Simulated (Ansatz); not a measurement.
**ScCu: electron density at the nuclei under pressure**

```yaml
crystal:
  lattice:
    - [3.25600, 0.00000, 0.00000]
    - [0.00000, 3.25600, 0.00000]
    - [0.00000, 0.00000, 3.25600]
  atoms:
    - { symbol: Sc, position: [0.50000, 0.50000, 0.50000] }
    - { symbol: Cu, position: [0.00000, 0.00000, 0.00000] }
```

Atoms are numbered in the order listed.

The cell comes from COD entry 1523972, which wasn't checked; take it as a given geometry.

The calculation used DFT, LDA, all-electron PAW with datasets made for the crystal, scalar-relativistic in Ansatz 0.2.0.

Numerical set-up: a Γ-centred 11×11×11 k mesh, Fermi–Dirac smearing of 0.05 eV, cutoff 240 eV (chosen by the program for this cell), no spin polarisation.

The contact density is the mean electron density over the nuclear volume; its changes follow the s electrons' response to bonding and compression. Changes below are taken from the unscaled cell, where it is 48282.5 e/Å³ at Sc1, 146865 e/Å³ at Cu2.

| V/V(cell) | P (GPa) | Δρ(0) Sc1 (e/Å³) | Δρ(0) Cu2 (e/Å³) |
| --- | --- | --- | --- |
| 0.9400 | -2.3 | 0.49 | 2.59 |
| 0.9600 | -4.3 | 0.32 | 1.69 |
| 0.9800 | -6.0 | 0.15 | 0.83 |
| 0.9900 | -6.8 | 0.08 | ? |
| 1.0000 | -7.6 | 0.00 | 0.00 |
| 1.0100 | -8.3 | -0.07 | -0.40 |
| 1.0200 | -9.0 | -0.15 | -0.80 |
| 1.0400 | -10.2 | ? | -1.56 |
| 1.0600 | -11.4 | -0.42 | ? |

(1) Fill in "Δρ(0) Sc1 (e/Å³)" for the row "1.0400".

(2) What belongs in the row "0.9900", column "Δρ(0) Cu2 (e/Å³)"?

(3) Give the missing entry: row "1.0600", column "Δρ(0) Cu2 (e/Å³)".

The datasets are made afresh for each cell, so very small changes are uncertain.

## Answers

(1) -0.29.

(2) 0.41.

(3) -2.29.
